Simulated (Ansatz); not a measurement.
Values for one crystal, relaxed and computed with plane-wave PAW r²SCAN (Ansatz code); other levels are named.

| Property | Value |
|---|---|
| Volume per atom | 14.46 Å³ |
| Band gap | 7.52 eV (direct) |
| Formation energy from the elements (no fitted shifts) | -1.34 eV/atom |
| Valence-band maximum | at Γ |
| Conduction-band minimum | at Γ |

**Question.** Pick the material that matches.
(A) La2O3, La2O3 or Ni2Al3 type
(B) BaTiO3, cubic perovskite
(C) CO2, Pa-3 (C on 4a, O on 8c)
(D) MgSe, rock salt

**Answer.** C, CO2, Pa-3 (C on 4a, O on 8c)

Symmetry was held in the r²SCAN relaxation. The substance is a gas or liquid at ambient conditions; this is its low-temperature solid. A crystal of weakly bound molecules computed without a dispersion correction: the cell and the soft elastic constants depend strongly on that. The references are the lowest solids computed at this level, not always the standard phases (solids in place of the gases).

Potentials: the later of the program's two PAW sets.
